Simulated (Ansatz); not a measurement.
In plane-wave PAW r²SCAN (Ansatz code), SnMo2C in the hexagonal phase (P6_3/mmc; Sn on 2d, Mo on 4f, C on 2a) relaxes to a = 3.184 Å, c = 13.410 Å. Sn has 12 nearest neighbours from 2.92 Å (anticuboctahedral); C has 6 nearest neighbours from 2.13 Å (octahedral). Its formation energy from the elements is 0.031 eV/atom, with no fitted shifts.

Electronic character: metallic (no gap). Gap from r²SCAN with spin–orbit coupling: none (metallic).

An equation-of-state fit gives a bulk modulus of 195 GPa. The relaxed-ion elastic constants in GPa are C11 = 271, C12 = 156, C13 = 143, C33 = 329, C44 = 48.7. The elastic constants imply a Debye temperature near 346 K. Bader charges are Sn -0.25, Mo +0.87, C -1.49 e.

The start of the workflow was typed in or built on a structure type; neither database checked (COD, Materials Project) lists it. Whether it is the stable phase at ambient conditions was not checked. The cell was relaxed with r²SCAN under the symmetry of its start; its stability against distortions is not shown here. No spin polarisation was allowed. As this level gives no gap, shear constants depend on the k-mesh and smearing (Fermi–Dirac, 0.1 eV here). The references are the lowest solids computed at this level, not always the standard phases. Spin–orbit coupling is left out wherever it is not named.

Potentials: the later of the program's two PAW sets.
